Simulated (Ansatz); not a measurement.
ZnSe (zinc blende): values from a third-order Birch-Murnaghan fit to a volume scan beside measured ones. Computed values: PBE (plane waves to 420 eV, PAW, scalar-relativistic; Ansatz, a first-principles code). The PAW data are Ansatz's earlier set. ZnSe was relaxed with its symmetry unable to fall.

```tsv
quantity	reference	kind
Lattice constant a (Å)	5.6676	measured, room temperature or unstated
Bulk modulus B₀ (GPa)	62.4	measured, room temperature or unstated
```

References as given in: Martin Albrecht, Beate Paulus, Hermann Stoll, Physical review. B, Condensed matter (1997), arXiv:cond-mat/9706128; Cormac Toher, Corey Oses, Jose J. Plata et al., Physical Review Materials (2017), arXiv:1611.05714. Values not taken to low temperature hold thermal and zero-point shifts that a static calculation lacks, so small differences there are no errors of the method.

What does PBE give, and how far is that from the reference?


| quantity | PBE | difference |
|---|---|---|
| Lattice constant a (Å) | 5.733 | +1.2 % |
| Bulk modulus B₀ (GPa) | 56.6 | -9.2 % |



(Under strain, the slope of the energy per volume gives the stress and its curvature an elastic modulus.)
